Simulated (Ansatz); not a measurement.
Here is the system:

C:
```xyz
6
Lattice="2.5917 0.0000 0.0000 0.0000 2.5917 0.0000 0.0000 0.0000 5.9661" Properties=species:S:1:pos:R:3 pbc="T T T"
C      0.0000     0.0000     4.4746
C      0.0000     0.0000     1.4915
C      1.2959     0.0000     5.3012
C      1.2959     0.0000     0.6649
C      0.0000     1.2959     2.3182
C      0.0000     1.2959     3.6479
```

This is the r²SCAN-relaxed structure. Cartesian axes are those of the cell as given.

**Question.** All from r²SCAN (plane waves, PAW; program Ansatz), unless another level is named. Predict the Hill bulk and shear moduli.

**Answer.** 341 and 170 GPa.

**Question.** Next, the elastic constants (relaxed ions, GPa)?

**Answer.** C11 = 765, C12 = 38.6, C13 = 80.7, C33 = 1220, C44 = 90.2, C66 = 70.0.

Space group P4_2/mmc. The start of the workflow was typed in or built on a structure type; neither database checked (COD, Materials Project) lists it. It is not the phase usual at ambient conditions (space group No. 194, 227). Symmetry was held in the r²SCAN relaxation; its stability against distortions is not shown here. As this level gives no gap, shear constants depend on the k-mesh and smearing (Fermi–Dirac, 0.1 eV here).

Potentials: the later of the program's two PAW sets.
